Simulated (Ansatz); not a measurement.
A 3-atom cell of CeO2 (Fm-3m) from a materials database, relaxed with r2SCAN in the PAW code Ansatz: space group Fm-3m (No. 225), cubic; conventional cell a = 5.437 Å, 13.40 Å³ an atom. Ce has 8 O at 2.35 Å; O has 4 Ce at 2.35 Å. The primitive cell holds 3 atoms in 40.19 Å³. The values are computed, spin-unpolarised, and not measurements.

Computed values: PBE gives a gap of 1.93 eV and PBE0 (25 % exact exchange) 4.29 eV; one over PBE's mean ε∞ is 0.128. HSE06 (6×6×6) gives a least gap of 3.52 eV and a least direct gap of 3.67 eV. r2SCAN's ε∞ is 6.93.

What is the density?
The cell holds 1 Ce, 2 O: M = 1×140.116 + 2×15.999 = 172.11 u in V = 40.19 Å³. ρ = 1.66054 × M/V = 1.66054 × 172.11/40.19 = 7.111 g/cm³, for the static r2SCAN lattice.

Taking the gap as linear in the share of unscreened exchange, estimate the gap of the hybrid whose share is 1/ε∞.
The slope is (4.29 − 1.93)/0.25 = 9.44 eV per unit share, so E_g ≈ 1.93 + 9.44 × 0.128 = 3.14 eV. The run with that share gives 3.08 eV (6×6×6 mesh), -0.06 eV from the straight line.

At what wavelength does absorption set in by HSE06, excitons left aside?
λ = 1239.84 eV nm/E: 352 nm for the least gap, where it needs phonons and is weak, and 338 nm for direct transitions. That lies in the ultraviolet, so by this gap the crystal is transparent to visible light.

What refractive index and reflectivity at normal incidence follow, below the gap and above the phonons?
n = √6.93 = 2.632; R = ((n − 1)/(n + 1))² = (1.632/3.632)² = 20.2 % a face.

The meshes of the hybrids are coarse, so their gaps aren't converged to the digits shown.
